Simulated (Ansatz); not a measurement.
The relaxed structure here is a generated cell of Cr: the first start was made by placing the elements on the sites of a structure type, and the end was not matched to a known phase here, so it may be hypothetical. Known forms of Cr include space group No. 229.

A relaxed cell of Cr (Pm-3m (No. 221)), relaxed on a k-mesh at least as fine as the one used below. These are PBEsol (plane waves to 420 eV, PAW, scalar-relativistic; Ansatz, a quantum-chemistry and plane-wave program) values and carry that method's errors. Γ-centred k-mesh 14×14×14 on the run's cell (coarser than for final values), Fermi–Dirac smearing 0.05 eV.

```yaml
crystal:
  lattice:
    - [4.61735, 0.00000, 0.00000]
    - [2.30867, 2.30867, 0.00000]
    - [0.00000, 0.00000, 2.30867]
  atoms:
    - { symbol: Cr, position: [0.00000, 0.00000, 0.00000] }
    - { symbol: Cr, position: [0.50000, 0.00000, 0.00000] }
```

The atoms are displaced along an unstable phonon of this cell by (Å):

| atom | ux | uy | uz |
|---|---|---|---|
| Cr1 | 0.000 | 0.000 | 0.150 |
| Cr2 | 0.000 | 0.000 | -0.150 |

Question: What forces (eV/Å) and pressure result?

Answer: 
| atom | Fx | Fy | Fz |
|---|---|---|---|
| Cr1 | 0.00 | 0.00 | 1.69 |
| Cr2 | 0.00 | 0.00 | -1.69 |

Pressure -2.9 GPa.

Question: Estimate the energy cost of the displacement in the harmonic approximation and compare with the calculation.

Answer: For a harmonic well ΔE = −½ Σ F·u = -0.254 eV a cell, or -127 meV/atom. The calculated energy relative to the undisplaced cell is -0.15 eV/atom, so anharmonic terms matter at this amplitude.

The undisplaced cell is probably no minimum: from this displacement the run went on to Im-3m (No. 229), 1.07 eV/atom below it.

No spin polarisation in the result: the starting moments vanished. A magnetic state may lie lower.
